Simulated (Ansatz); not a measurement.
# Ansatz run, LaSi₃Rh

input.yaml (Ansatz 0.2.0)

```yaml
crystal:
  lattice:
    - [0.0, 4.33657174, 0.0]
    - [4.33657174, 0.0, 0.0]
    - [2.16828587, 2.16828587, -4.98168977]
  atoms:
    - { symbol: Rh, position: [0.0, 0.0, 0.0] }
    - { symbol: Si, position: [0.7599, 0.7599, 0.4802] }
    - { symbol: Si, position: [0.6088, 0.1088, 0.7824] }
    - { symbol: Si, position: [0.1088, 0.6088, 0.7824] }
    - { symbol: La, position: [0.3455, 0.3455, 0.309] }
  symmetry: { tolerance: 0.0003 }
kpoints:
  mp_grid: { grid: [9, 9, 9], shift: [0, 0, 0] }
  band_path:
    path:
      - [0.0, 0.0, 0.0]
      - [0.5, 0.5, 0.5]
      - [0.5, 0.5, 0.75]
      - [0.5, 0.0, 0.5]
      - [0.0, 0.0, 0.0]
      - [0.0, 0.0, 0.5]
      - [0.40527825, 0.0, 0.70263912]
      - [0.59472175, 0.0, 0.29736088]
      - [0.0, 0.0, 0.0]
      - [0.5, 0.5, 0.5]
      - [0.59472175, 0.40527825, 0.5]
    npoints: 6
magnetization:
  spin_polarized: false
scf:
  occupations: { method: gaussian, width: 0.2285 }
  lower_state_search: "off"
  max_iter: 200
hamiltonian:
  pseudopotentials: { kind: paw }
  xc: r2scan
basis:
  ecutwfc: 500
  fft_grid_basis: typed
output:
  forces: true
  stress: true
  eigenvalues: true
  bader: true
  populations: true
  elf: true
  write_potential: true
  volumetric_format: npy
  dos:
    e_range: [-12, 8]
    de: 0.05
    projected: { site_lists: { La: [La], Rh: [Rh], Si: [Si] } }
checkpoint:
  read: saved_state
```

The run starts from an earlier solution of this cell. 

Output (shortened):

```
SCF iter   1: F=-14601.4245 eV  Δρ=2.13e-3  dr2=1.02e-2  dr2_τ=4.59e-3
SCF iter   2: F=-14601.4315 eV  Δρ=1.22e-3  dr2=1.64e-3  dr2_τ=3.59e-4
SCF iter   3: F=-14601.4319 eV  Δρ=5.35e-4  dr2=7.06e-4  dr2_τ=1.71e-5
SCF iter   4: F=-14601.4322 eV  Δρ=1.80e-4  dr2=9.58e-5  dr2_τ=1.32e-6
SCF iter   5: F=-14601.4323 eV  Δρ=4.28e-5  dr2=4.44e-6  dr2_τ=5.45e-8
SCF iter   6: F=-14601.4323 eV  Δρ=1.02e-5  dr2=1.21e-7  dr2_τ=7.92e-9
SCF iter   7: F=-14601.4323 eV  Δρ=2.02e-6  dr2=3.61e-9  dr2_τ=1.95e-10
Free energy (F): -14601.4323 eV
Harris-Foulkes:  -14601.4323 eV  (|F-HF|=8.84e-10)
Internal energy: -14601.3882 eV  (E = F + TS)
E sigma→0 (E₀):  -14601.4102 eV
Entropy (-TS):   -0.0441 eV (-8.818 meV/atom)
Fermi energy:    12.3757 eV
--- Per-component energies (eV) ---
  E_band       = -229.7378
  E_kinetic    = 888.2457
  E_local      = -3123.7956  (includes V_loc(G=0)·N_el)
  E_nonlocal   = 520.6466
  E_hartree    = 1210.9454
  E_xc         = -505.8357
  E_vxc        = -628.3646  (∫ρ·V_xc dr)
  E_paw        = -10599.6130  (= ΣΔE_a)
  E_vpaw       = -344.4965  (= ΣTr[D̂ρ^β])
  E_aug_tail   = 0.0006  (compensation charges beyond the density's cutoff)
  E_vtau       = 36.1327  (kinetic-family band-sum trace: ∫τ·v_τ [+ j·A + Jᵃ·Aᵃ] dr)
  E_ewald      = -2991.4514
  E_core_change = -0.5307  (= ΣΔE_core)
  E_smearing   = -0.0441  (= −TS)
--- Stress (GPa, compression-positive) ---
       -4.9032       0.0000       0.0000
        0.0000      -4.9032       0.0000
        0.0000       0.0000      -4.0926
  P = ⅓ Tr σ = -4.6330 GPa (-46.330 kbar)
--- Löwdin populations: 5 sites ---
  site symbol       q [e]
     0     Rh     16.8747
     1     Si      4.0630
     2     Si      3.9970
     3     Si      3.9970
     4     La     10.7661
  spilling = 0.0076 (of n_electrons = 40.0000)
```

Absolute energies hang on the potentials; compare differences alone.

Origin: a known structure type with other elements, at an estimated volume, so it need not be a known compound. Caveats: wide smearing; f levels without a U or exact exchange are poorly placed.
